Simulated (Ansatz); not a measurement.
NMR crystallography of TiO2 with Hf replacing Ti: given against relaxed positions

Start: a supercell of TiO2 (rutile type, P4_2/mnm) built from an entry of the Crystallography Open Database (COD), with all atoms left at the host's positions.

Space group Pmmm (No. 47); a = 6.4944, b = 6.4944, c = 8.8722 Å.

| site | Wyckoff | site symmetry | x | y | z |
| --- | --- | --- | --- | --- | --- |
| Hf | 1a | mmm | 0.0000 | 0.0000 | 0.0000 |
| Ti2 | 2q | mm2 | 0.0000 | 0.0000 | 0.3333 |
| Ti4 | 1f | mmm | 0.5000 | 0.5000 | 0.0000 |
| Ti5 | 2t | mm2 | 0.5000 | 0.5000 | 0.3333 |
| Ti7 | 2s | mm2 | 0.5000 | 0.0000 | 0.1667 |
| Ti8 | 1d | mmm | 0.5000 | 0.0000 | 0.5000 |
| Ti10 | 2r | mm2 | 0.0000 | 0.5000 | 0.1667 |
| Ti11 | 1g | mmm | 0.0000 | 0.5000 | 0.5000 |
| O13 | 2i | 2mm | 0.3050 | 0.0000 | 0.0000 |
| O14 | 4w | .m. | 0.3050 | 0.0000 | 0.3333 |
| O16 | 2k | 2mm | 0.8050 | 0.5000 | 0.0000 |
| O17 | 4x | .m. | 0.8050 | 0.5000 | 0.3333 |
| O19 | 4v | m.. | 0.5000 | 0.3050 | 0.1667 |
| O20 | 2p | m2m | 0.5000 | 0.3050 | 0.5000 |
| O22 | 4u | m.. | 0.0000 | 0.8050 | 0.1667 |
| O23 | 2n | m2m | 0.0000 | 0.8050 | 0.5000 |

One atom of each set is listed.

Level of theory: DFT, PBE, plane waves and PAW, scalar-relativistic, 420 eV cutoff, Γ-centred 3×3×2 k-points, Fermi–Dirac smearing 0.01 eV (Ansatz 0.2.0).

The largest force at the start is 3.1 eV/Å. Relaxing the ions at fixed cell moves them by 0.111 Å at most (atom 22, O) and 0.041 Å rms.

```
site  moved (Å)                   first shell before                    first shell after  V_zz before (10²¹ V/m²)  η before
  Hf      0.000                   6 O at 1.95–1.98 Å                   6 O at 2.03–2.05 Å                   -16.64      0.05
 Ti2      0.042                   6 O at 1.95–1.98 Å                   6 O at 1.92–1.98 Å                    -2.46      0.43
 Ti5      0.004                   6 O at 1.95–1.98 Å                   6 O at 1.95–1.97 Å                    -2.22      0.26
 Ti7      0.022                   6 O at 1.95–1.98 Å                   6 O at 1.93–1.98 Å                    -2.48      0.30
Ti10      0.018                   6 O at 1.95–1.98 Å                   6 O at 1.94–1.96 Å                    -2.22      0.10
 O13      0.046       2 Ti at 1.95 Å, 1 Hf at 1.98 Å       2 Ti at 1.93 Å, 1 Hf at 2.03 Å                    -1.73      0.30
 O14      0.008                  3 Ti at 1.95–1.98 Å                  3 Ti at 1.94–1.98 Å                     2.30      0.99
 O17      0.021                  3 Ti at 1.95–1.98 Å                  3 Ti at 1.94–1.97 Å                    -2.42      0.98
 O20      0.007                  3 Ti at 1.95–1.98 Å                  3 Ti at 1.95–1.97 Å                     2.37      0.96
 O22      0.111  2 Ti at 1.95–1.98 Å, 1 Hf at 1.95 Å  2 Ti at 1.93–1.94 Å, 1 Hf at 2.05 Å                     3.01      0.07
 O23      0.010                  3 Ti at 1.95–1.98 Å                  3 Ti at 1.92–1.97 Å                     2.32      0.90
```

Question: What are V_zz and η after the relaxation?

Answer: 

```tsv
site	V_zz after	η after	change of V_zz
Hf	17.98	0.12	–
Ti2	2.72	0.42	–
Ti5	-1.74	0.22	+0.48
Ti7	-2.86	0.13	-0.38
Ti10	2.04	0.02	–
O13	-1.71	0.36	+0.02
O14	-2.42	0.95	–
O17	-2.73	0.86	-0.31
O20	-2.56	0.94	–
O22	2.44	0.63	-0.57
O23	2.53	0.49	+0.21
```

The largest change of V_zz along a kept axis is on O22, from 3.01 to 2.44. The whole tensor moves most on Hf, by 16.69 along its most changed direction. In per cent, |V_zz| changes by -22 to +15 on Ti, -19 to +13 on O (all sites that start above 0.5, bar those whose gradient vanishes or changes sign or whose main axis turns by over 40°). Where |V_zz| stays above 0.1 and the axes keep their order, η moves most on O22, from 0.07 to 0.63. On Ti5 V_xx and V_yy change places (or their axes turn by over 50°), so the two values of η hide a larger change. On Hf, Ti2, O20, O14, Ti10 the largest principal value lies along another axis in the second run, so the two V_zz can't be compared directly. The table leaves out 5 of the 16 sites, with |V_zz| up to 2.39; their tensors move by 0.45 at most along any direction. The statements above cover all sites. The host's own positions weren't relaxed first, so part of the change far from the defect can be the host's relaxation.

The defect repeats with the cell of 36 atoms, so it feels its images: sites between two images don't show the values beside a lone defect, and zeros or small values of η there can come from the images' arrangement. O and Ti carry a gradient in the pure host already, so the values there aren't the defect's effect alone. Without spin–orbit coupling the gradients at and beside Hf can be off by some per cent, at some sites by more.
Before: The cell keeps the host's lattice, where the PBE pressure is 11 GPa. The neighbours have not yet relaxed around the defect (largest force 3.1 eV/Å), so the values at and beside it are those of a strained start, not of the defect in a real crystal.
After: The relaxation keeps the site symmetry mmm of the start, so the impurity can't leave its site; a start off the site could end lower. The cell keeps the host's lattice, where the PBE pressure is 10 GPa.
